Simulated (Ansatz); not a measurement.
# GaP (zinc blende), scan of one atom of the cell

Relaxed GaP (zinc blende):

```
GaP
1.0
    0.00000     2.72587     2.72587
    2.72587     0.00000     2.72587
    2.72587     2.72587     0.00000
P Ga
1 1
Direct
  0.75000   0.75000   0.75000
  0.00000   0.00000   0.00000
```

In each cell atom 2 (Ga, nearest neighbour P at 2.361 Å; its periodic images, 3.9 Å or more away, move with it) moves by s·(1.000, 0.000, 0.000) (along Cartesian x), the rest being held.

The numbers are results of r2SCAN (plane waves to 500 eV, PAW, scalar-relativistic; Ansatz, a program for electronic structure), not measurements. k mesh 8×8×8 (Γ-centred), Fermi-Dirac smearing 0.05 eV. Energies are smeared free energies. Stress and pressure are positive under compression. F∥ is the force on the atom along that direction. GaP was relaxed with its symmetry unable to fall. The PAW data are Ansatz's earlier set. ΔE is measured from the undisplaced structure.

| s (Å) | ΔE (meV/cell) | F∥ (eV/Å) | P (GPa) |
|---|---|---|---|
| -0.470 | 1025 | 3.938 | 7.4 |
| -0.376 | 679 | 3.391 | 4.9 |
| -0.282 | 392 | 2.687 | 2.8 |
| -0.188 | 178 | 1.862 | 1.3 |
| -0.094 | 45 | 0.952 | 0.3 |
| 0.000 | 0 | 0.000 | 0.0 |
| 0.094 | 45 | -0.952 | 0.3 |
| 0.188 | 178 | -1.862 | 1.3 |
| 0.282 | 392 | -2.687 | 2.8 |
| 0.376 | 679 | -3.391 | 4.9 |
| 0.470 | 1025 | -3.938 | 7.4 |

Read from the data:

* **Energy at s = 0.470 Å**: 1025 meV/cell
* **Force along the line at s = -0.470 Å**: 3.94 eV/Å
* **Symmetry of the curve**: even: the same for both signs
* **Shape of the curve**: a single well with its minimum at or next to zero displacement
* **Force constant k = d²E/ds² at s = 0 (finite differences)**: 10.2 eV/Å²
* **Harmonic estimate at the end of the scan**: ½ks² = 1128 meV/cell against the computed 1025 meV/cell, so the well is softer than harmonic there
* **Zone-centre optical wavenumber from k (transverse: no LO-TO term)**: 360 cm⁻¹

The 11 points together took roughly 2.4 core-minutes.

(For displaced atoms, the force is minus the slope of the energy, and its curvature is a force constant, which sets phonon frequencies.)
